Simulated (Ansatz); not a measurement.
Input and command of a plane-wave DFT calculation in Ansatz:

```yaml
crystal:
  lattice:
    - [-1.5609234375, 1.5609234375, 2.91565]
    - [1.5609234375, -1.5609234375, 2.91565]
    - [1.6205765625, 1.6205765625, -2.91565]
  atoms:
    - { symbol: Sn, position: [0.0, 0.0, 0.0] }
basis:
  ecutwfc: 500
kpoints:
  mp_grid: { grid: [20, 20, 20] }
hamiltonian:
  xc: r2scan
scf:
  occupations: { method: gaussian, width: 0.15 }
output:
  forces: true
  stress: true
  eigenvalues: true
```

```bash
ansatz run input.yaml --threads 1 --pin off --max-ram 2560MiB --backend cpu --events-out ev --progress --plain --runs-dir out
```

Processor: Intel(R) Xeon(R) 6975P-C (Granite Rapids), 1 thread, on a host shared with other jobs.

Estimate time, memory and problem size.

About 21 s on 1 thread of Intel(R) Xeon(R) 6975P-C (Granite Rapids), on a shared host, peak memory 0.82 GiB. It solves 11 bands at 1166 k points (the mesh reduced by symmetry) with about 755 plane waves, in 6 SCF iterations.
